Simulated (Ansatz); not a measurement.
BN (wurtzite)

```yaml
crystal:
  lattice:
    - [2.54397, 0.00000, 0.00000]
    - [-1.27198, 2.20314, 0.00000]
    - [0.00000, 0.00000, 4.20774]
  atoms:
    - { symbol: B, position: [0.66667, 0.33333, 0.99990] }
    - { symbol: B, position: [0.33333, 0.66667, 0.49990] }
    - { symbol: N, position: [0.66667, 0.33333, 0.62530] }
    - { symbol: N, position: [0.33333, 0.66667, 0.12530] }
```

The slice is a (-1 1 0 2) plane (indices of the conventional cell) through the point (0.333, 0.667, 0.125) (fractional), spanned by u = [110] and v = [1 -1 1] in vectors of this cell: u (2.54 Å) and v (6.09 Å, at 90° to u). It covers one period; positions are fractions (u, v).

Method: r2SCAN (plane waves to 500 eV, PAW, scalar-relativistic; Ansatz, a quantum-chemistry and plane-wave program). k mesh 15×15×8. These are valence fields of a PAW run, semicore shells included where kept as valence: close to a nucleus they are smooth pseudo fields. BN was relaxed with its symmetry unable to fall.

**Question.** Around which element is the density of the highest valence band (whole band, smooth part) largest on this plane?

**Answer.** N. Mean over a disc round each atom, of radius 0.45 times the shortest bond: N 0.221, B 0.078 e/Å³.

**Question.** Sketch the density of the lowest conduction band (whole band as if filled, smooth part) on this plane as a map.

**Answer.** 
```
|9852123321258|
|6531246642135|
|2211356653112|
|1113553355311|
|1236862268632|
|3457984489754|
|5568985589865|
|5667765567766|
|5555543345555|
|5544321123445|
|4433211112334|
|3222111111222|
|1111111111111|
|0001123321100|
|0001245542100|
|1111356653111|
|2211355553112|
|3311345543113|
|3311357753113|
|3211369963112|
|1101369963101|
|0001368863100|
|0002457754200|
|0012456654210|
|1123456654321|
|1123445544321|
|1122344443221|
|1122223322221|
|4432111111234|
|7752100001257|
|9973100001379|
|9973111111379|
```
Scale: ten equal steps from 0.025 (start of '0') to 0.192 (end of '9'), in the order '0123456789'. Values: density of the lowest conduction band (whole band as if filled, smooth part) in e/Å³. The map has 13 points along u (one character each, u = 0 at the left) and 32 along v (v = 0 in the bottom row).
